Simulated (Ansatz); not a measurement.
B2Ir in space group P6/mmm (No. 191; Ir on 1a, B on 2d) at seven volumes, DFT-PBE in the program Ansatz with PAW potentials, shape and atoms relaxed at each. One row is withheld.

```
V (Å³/atom)  P (GPa)
-----------  -------
8.222          33.27
8.493          20.33
8.764              ?
9.035           0.00
9.306          -7.90
9.577         -14.66
9.849         -20.42
```

### Question
Fit the shown pressures and predict the withheld one.

### Answer
P = (3/2)B₀(x^(7/2) − x^(5/2))[1 + (3/4)(B′ − 4)(x − 1)] with x = (V₀/V)^(2/3). Least squares on the six rows gives V₀ = 9.035 Å³/atom, B₀ = 286 GPa, B′ = 4.41. At V = 8.764, x = 1.0205 and P = 9.32 GPa. The run itself gave 9.32 GPa.

A made-up cell: these elements were put on the sites of a structure type; neither database checked (COD, Materials Project) lists it. Whether it is the stable phase at ambient conditions was not checked. The PBE relaxation kept the symmetry of its start; its stability against distortions is not shown here. No spin polarisation was allowed. Scalar-relativistic: spin–orbit coupling is off unless named, which matters more the heavier the elements.

Potentials: the earlier of the program's two PAW sets.
